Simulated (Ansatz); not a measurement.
Input and command of a plane-wave DFT calculation in Ansatz:

```yaml
crystal:
  lattice:
    - [-2.9401404553, 2.9401404553, 1.6792670883]
    - [2.9401404553, -2.9401404553, 1.6792670883]
    - [2.9401404553, 2.9401404553, -1.6792670883]
  atoms:
    - { symbol: Sn, position: [0.75, 0.25, 0.5] }
    - { symbol: Sn, position: [0.0, 0.0, 0.0] }
basis:
  ecutwfc: 420
kpoints:
  mp_grid: { grid: [16, 16, 16] }
hamiltonian:
  xc: pbe
scf:
  occupations: { method: gaussian, width: 0.15 }
output:
  forces: true
  stress: true
  eigenvalues: true
```

```bash
ansatz run input.yaml --threads 1 --pin off --max-ram 2560MiB --backend cpu --events-out ev --progress --plain --runs-dir out
```

Processor: Arm Neoverse V1, 1 thread, on a host shared with other jobs.

**Question.** Estimate time, memory and problem size.

**Answer.** About 17 s on 1 thread of Arm Neoverse V1, with other jobs on the host, peak memory 0.5 GiB. It solves 18 bands at 349 k points (the mesh reduced by symmetry) with about 1141 plane waves, in 6 SCF iterations.
